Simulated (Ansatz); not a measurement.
KYTe2:
```
KYTe2
1.0
    2.24627     1.29688     8.17051
   -2.24627     1.29688     8.17051
    0.00000    -2.59377     8.17051
K Y Te
1 1 2
Direct
  0.50000   0.50000   0.50000
  0.00000   0.00000   0.00000
  0.26338   0.26338   0.26338
  0.73662   0.73662   0.73662
```

The program Ansatz at the r²SCAN level (PAW) gives a gap of 1.68 eV without spin–orbit coupling, maximum at Γ, minimum at F.

Problem. What happens when spin–orbit coupling is switched on?

Solution. The gap decreases by 0.28 eV, to 1.40 eV; maximum at Γ, minimum at F.

Problem. Give the electron effective mass with spin–orbit coupling.

Solution. 0.27, 0.53, 2.2 mₑ (principal values).

Problem. Give the hole effective mass with spin–orbit coupling.

Solution. 0.23, 0.23, 1.7 mₑ (principal values).

Space group R-3m. The workflow started from a Materials Project entry (that database holds measured and hypothetical structures alike); the Crystallography Open Database copy checked does not list it. Its standing as an ambient phase is unchecked. The cell was relaxed with r²SCAN under the symmetry of its start; its stability against distortions is not shown here. No spin polarisation was allowed.

Potentials: the later of the program's two PAW sets.
